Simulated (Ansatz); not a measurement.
Cs₄MnSb₂Cl₁₂: field gradients at two levels of theory

Cell: a Materials Project structure (computed, not necessarily an observed phase).

```
Cs Mn Sb Cl
1.0
     6.65502   -3.83869    0.00000
     6.65502    3.83869    0.00000
    -4.38971    0.00000   12.43705
Cs Mn Sb Cl
4 1 2 12
Direct
  0.62270 0.62270 0.86918
  0.37730 0.37730 0.13082
  0.87301 0.87301 0.61939
  0.12699 0.12699 0.38061
  0.50000 0.50000 0.50000
  0.25049 0.25049 0.75279
  0.74951 0.74951 0.24721
  0.38440 0.85075 0.61759
  0.14925 0.61560 0.38241
  0.61560 0.14925 0.38241
  0.85075 0.38440 0.61759
  0.38486 0.38486 0.61894
  0.61514 0.61514 0.38106
  0.13242 0.59909 0.86760
  0.40091 0.86758 0.13240
  0.86758 0.40091 0.13240
  0.59909 0.13242 0.86760
  0.13289 0.13289 0.86705
  0.86711 0.86711 0.13295
```

Atoms are numbered from 1 in the order listed; like atoms form one site, named after its first atom.

First run. Computed with Ansatz: DFT, PBE, plane waves and PAW, scalar-relativistic, collinear spin, 420 eV cutoff, Γ-centred 4×4×3 k-points, Fermi–Dirac smearing 0.02 eV. Start moments as typed (μB): 5 on each Mn, none on the rest.

```
site  atom  V_zz (10²¹ V/m²)     η  m (μB)
 Cs1     1             -1.12  0.04    0.00
 Cs3     3              0.74  0.11    0.00
  Mn     5             -0.18  0.74    4.31
  Sb     6             -8.65  0.01    0.02
 Cl8     8             11.09  0.01    0.03
Cl12    12             11.08  0.01    0.03
Cl14    14             15.17  0.02    0.01
Cl18    18             15.24  0.02    0.01
```

Second run. The same atoms and settings, except that the functional is r2SCAN and the cutoff is 500 eV.

Task: Given the first result, estimate the second.

Result: 

```tsv
site	atom	V_zz	η	change of V_zz	m (μB)
Cs1	1	-1.15	0.04	-0.03	0.00
Cs3	3	0.72	0.13	-0.02	0.00
Mn	5	-0.19	0.74	-0.01	4.42
Sb	6	-9.76	0.01	-1.11	0.01
Cl8	8	10.04	0.00	-1.05	0.02
Cl12	12	10.04	0.00	-1.04	0.02
Cl14	14	15.04	0.02	-0.13	0.01
Cl18	18	15.10	0.02	-0.14	0.01
```

The largest change of V_zz is on Sb, from -8.65 to -9.76. In per cent, |V_zz| changes by -3 to +3 on Cs, +13 on Sb, -9 to -1 on Cl (all sites that start above 0.5).

Without spin–orbit coupling (the program notes it for Cs and Sb) the gradients are little affected as a rule: paired runs on crystals with a gap mostly move them by under 2 % at such atoms. With these PAW files V_zz is typically within 2 to 3 % of all-electron values, but misses above 10 % occur on Sb. All moments are parallel here, as the start or the cell imposes; many such compounds order antiparallel, where fields and spin densities carried over to other atoms largely cancel. The magnetic order is the one that the run reached from its start moments, not necessarily the measured one.
For the second run: The largest force is 0.3 eV/Å, so the atoms aren't at the calculated equilibrium and relaxing them would move these values. The program didn't check the stability of this electronic state in full, so a lower one may lie near.
